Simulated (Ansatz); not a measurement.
Input and command of a plane-wave DFT calculation in Ansatz:

```yaml
crystal:
  lattice:
    - [7.164043, 0.613163, 0.27555]
    - [0.613163, 7.131857, -1.228382]
    - [0.27555, -1.228382, 7.247898]
  atoms:
    - { symbol: Cu, position: [0.7238914171, 0.7697709127, 0.3002915271] }
    - { symbol: In, position: [0.5813960583, 0.083545365, 0.0835612761] }
    - { symbol: In, position: [0.1160004814, 0.5644491762, 0.1157824569] }
    - { symbol: In, position: [0.9607959074, 0.0207820248, 0.360271095] }
    - { symbol: In, position: [0.5946363563, 0.5580631816, 0.9411768313] }
    - { symbol: In, position: [0.4945800312, 0.1518513863, 0.5868542579] }
    - { symbol: In, position: [0.9238187522, 0.4963787141, 0.5701944205] }
    - { symbol: In, position: [0.1876573175, 0.9977341507, 0.8316272141] }
    - { symbol: In, position: [0.4391592516, 0.5416503579, 0.3940645874] }
    - { symbol: Au, position: [0.9048210666, 0.7975473869, 0.937570816] }
    - { symbol: Au, position: [0.2033474613, 0.2429644622, 0.2376221113] }
    - { symbol: Au, position: [0.809944053, 0.3694563996, 0.1887031143] }
    - { symbol: Au, position: [0.3566759889, 0.8667500507, 0.2648961002] }
    - { symbol: Au, position: [0.8488620332, 0.1928873317, 0.7562727601] }
    - { symbol: Au, position: [0.2672008366, 0.535320663, 0.742728891] }
    - { symbol: Au, position: [0.5840294699, 0.8111150506, 0.695078688] }
basis:
  ecutwfc: 420
kpoints:
  mp_grid: { grid: [5, 5, 5] }
hamiltonian:
  xc: pbe
scf:
  occupations: { method: gaussian, width: 0.1 }
  n_extra_bands: 8
output:
  forces: true
  stress: true
  eigenvalues: true
  populations: true
  dos:
    method: { smearing: { sigma: 0.1, scheme: gaussian } }
    projected: true
    de: 0.02
  write_density: true
  write_potential: true
  elf: true
  volumetric_format: npy
```

```bash
ansatz run input.yaml --threads 4 --pin off --max-ram 9216MiB --backend cpu --events-out ev --progress --plain --runs-dir out
```

Processor: Arm Neoverse V2, 4 threads, on a host shared with other jobs.

**Question.** Estimate time, memory and problem size.

**Answer.** About 2.8 min on 4 threads of Arm Neoverse V2 (shared host), peak memory 2.7 GiB. It solves 136 bands at 63 k points (the mesh reduced by symmetry) with about 6949 plane waves, in 7 SCF iterations.
